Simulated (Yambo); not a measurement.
A G0W0@PBEsol run in Yambo for WS₂ (space group R3m, No. 160) (4×4×4 Γ-centred k mesh, bands 5 to 214 and a 8 Ry block in the screening, 214 bands in G with the Bruneval-Gonze terminator, plasmon pole fitted at 27.2 eV) gives these matrix elements, in eV, at the band edges (Z → (0, 0, 0.25)):

| state | E0 | <Vxc> | <Σx> | <Σc(E0)> | Z |
|---|---|---|---|---|---|
| valence edge | 0.000 | -15.551 | -15.941 | 0.320 | 0.791 |
| conduction edge | 1.171 | -14.676 | -10.436 | -3.714 | 0.797 |

Task: Solve the linearised quasiparticle equation for both states, give the gap, and say how exchange and correlation each act on it.

Result: E = E0 + Z(Σx + Σc − Vxc). Valence: 0.000 + 0.791 × (-15.941 + (0.320) − (-15.551)) = -0.05 eV. Conduction: 1.171 + 0.797 × (-10.436 + (-3.714) − (-14.676)) = 1.59 eV. The gap is 1.65 eV, against 1.17 eV in PBEsol. Replacing Vxc by bare exchange alone would open it by 4.63 eV; correlation takes back 4.03 eV of that, and Z scales what is left. Convergence of the G0W0 settings was not tested. The mesh misses a band edge: along a dense path the PBEsol gap is 0.75 eV against 1.17 eV on the mesh. 

Spin-orbit coupling is included.

Geometry relaxed with PBE+D3(BJ); primitive cell a = 6.307 Å, b = 6.307 Å, c = 6.307 Å, α = 28.99°, β = 28.99°, γ = 28.99°.

This is not the ordinary phase of the substance.
